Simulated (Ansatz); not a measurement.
The elements of this relaxed trial crystal are hidden behind letters.

```
lattice vectors (Å)
   5.4086   -2.4797    0.0000
   5.4086    2.4797    0.0000
  -5.2879    0.0000    5.5826
fractional positions
X 0.1035 0.5021 0.8965
X 0.4979 0.8965 0.1035
Z 0.6880 0.0890 0.6823
Z 0.9110 0.3120 0.3177
Z 0.3059 0.6941 0.5000
Q 0.6194 0.5134 0.7575
Q 0.9749 0.0251 0.0000
Q 0.4866 0.3806 0.2425
Q 0.8937 0.7311 0.4316
Q 0.2689 0.1063 0.5684
```

Level of theory: Ansatz, DFT PBE, scalar-relativistic, plane waves, PAW. Plane waves to 420 eV, a 6×6×6 mesh through Γ for the 10-atom cell and 0.02 eV Gaussian smearing; no spin polarisation.

| Quantity | Value |
| --- | --- |
| Space group | C2 (No. 5) |
| Conventional cell | a = 10.817 Å, b = 4.959 Å, c = 7.689 Å, β = 133.4° |
| Volume per atom | 14.97 Å³ |
| Density | 2.68 g/cm³ |
| Formation energy | −0.330 eV/atom |
| Gap on the 6×6×6 mesh of the 10-atom cell | 1.03 eV |

Energies are uncorrected and count from the elements' standard states at the same level.

Question: X is a p-block element of period 3, Z is a p-block element of period 2 and Q is a p-block element of period 3. Which elements are they?

Answer: X = Al, Z = B, Q = P, so the formula is Al2B3P5. Density times volume gives a mean mass of 2.68 × 14.97/1.6605 = 24.2 u per atom, and this set has 24.1 u. Around Al lie 4 P at 2.33–2.35 Å; around B on a site of symmetry 1 lie 4 P at 2.00–2.04 Å; P on a site of symmetry 1 has 2 B at 2.00 Å and 2 Al at 2.33–2.34 Å; 3 more sites not described. Other sets within the hints have nearly the same mass, so mass alone doesn't settle it; this one was computed.

Kohn–Sham gaps at this level usually fall short of measured ones. A structure relaxed within its symmetry needn't be a true minimum.
